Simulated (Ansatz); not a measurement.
Relaxed-ion elastic tensor of TaO3 (ReO3 type, Pm-3m) in GPa (Voigt order), plane-wave PAW r²SCAN (Ansatz code); density 6.28 g/cm³, 15.15 Å³ per atom.

```json
[
 {"": "1", "1": "479", "2": "64.6", "3": "64.6", "4": "0.0", "5": "0.0", "6": "0.0"},
 {"": "2", "1": "64.6", "2": "479", "3": "64.6", "4": "0.0", "5": "0.0", "6": "0.0"},
 {"": "3", "1": "64.6", "2": "64.6", "3": "479", "4": "0.0", "5": "0.0", "6": "0.0"},
 {"": "4", "1": "0.0", "2": "0.0", "3": "0.0", "4": "31.3", "5": "0.0", "6": "0.0"},
 {"": "5", "1": "0.0", "2": "0.0", "3": "0.0", "4": "0.0", "5": "31.3", "6": "0.0"},
 {"": "6", "1": "0.0", "2": "0.0", "3": "0.0", "4": "0.0", "5": "0.0", "6": "31.3"}
]
```

**Question.** Is the crystal mechanically stable?

**Answer.** Yes: the smallest eigenvalue of C is 31.3 GPa.

**Question.** Work out the Voigt, Reuss and Hill averages.

**Answer.** K_V = 203, K_R = 203, K_H = 203; G_V = 102, G_R = 47.4, G_H = 74.6 GPa.

**Question.** Give Young's modulus, Poisson's ratio, Pugh's ratio and the universal anisotropy index.

**Answer.** E = 9KG/(3K + G) = 199 GPa; ν = 0.34; K/G = 2.72 (ductile by the Pugh limit of 1.75); A_U = 5G_V/G_R + K_V/K_R − 6 = 5.73.

**Question.** Estimate the sound speeds and the Debye temperature.

**Answer.** v_l = √((K + 4G/3)/ρ) = 6940 m/s, v_t = √(G/ρ) = 3450 m/s, mean 3870 m/s; Θ = (h/k)(3n/4πV)^(1/3) v_m = 466 K.

The workflow started from a Materials Project entry (that database holds measured and hypothetical structures alike); the Crystallography Open Database copy checked does not list it. Whether it is the stable phase at ambient conditions was not checked. Symmetry was held in the r²SCAN relaxation, as lowered by the spin order; its stability against distortions is not shown here. Magnetic state: ferrimagnetic, the only order run, not a proven ground state. The cell computed holds one magnetic atom, so no antiferromagnetic order was within reach. Other orbital occupations within this spin state were not tried. No Hubbard U is applied. As this level gives no gap, shear constants depend on the k-mesh and smearing (Fermi–Dirac, 0.1 eV here). Scalar-relativistic: spin–orbit coupling is off unless named, which matters more the heavier the elements.

Potentials: the later of the program's two PAW sets.
